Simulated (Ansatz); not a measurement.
Find the missing element

Cell vectors (Å):

```
 3.2712  0.0000  0.0000
-1.6356  2.8329  0.0000
 0.0000  0.0000 13.2224
```

```json
{"atom": "W", "a": "0.3333", "b": "0.6667", "c": "0.2500"}
{"atom": "W", "a": "0.6667", "b": "0.3333", "c": "0.7500"}
{"atom": "X", "a": "0.3333", "b": "0.6667", "c": "0.6234"}
{"atom": "X", "a": "0.6667", "b": "0.3333", "c": "0.1234"}
{"atom": "X", "a": "0.3333", "b": "0.6667", "c": "0.8766"}
{"atom": "X", "a": "0.6667", "b": "0.3333", "c": "0.3766"}
```

Theory: PBEsol, all-electron LAPW in Ansatz 0.2.0, scalar-relativistic. k mesh 6×6×2, fixed occupations.

Harmonic phonons of a crystal by Kohn-Sham DFT at the given cell, standard atomic masses, acoustic sum rule imposed; negative wavenumbers are unstable modes.

```csv
point,q a (r.l.u.),q b (r.l.u.),q c (r.l.u.),branch,phonon wavenumber (cm⁻¹)
Gamma,0,0,0,4,19.3
Gamma,0,0,0,6,26.6
Gamma,0,0,0,7,172.7
Gamma,0,0,0,9,173.7
Gamma,0,0,0,11,245.4
Gamma,0,0,0,15,246.9
Gamma,0,0,0,16,248
Gamma,0,0,0,17,304.7
Gamma,0,0,0,18,306.1
```

Question: All X atoms are one element. Which one was computed?

Answer: Se; the crystal is WSe₂ (P6_3/mmc).

Caveats: no dispersion correction, so the spacing and stiffness between layers or molecules are poor; zone-boundary modes aren't tested; no LO-TO term at the zone centre; no spin-orbit coupling on heavy atoms.
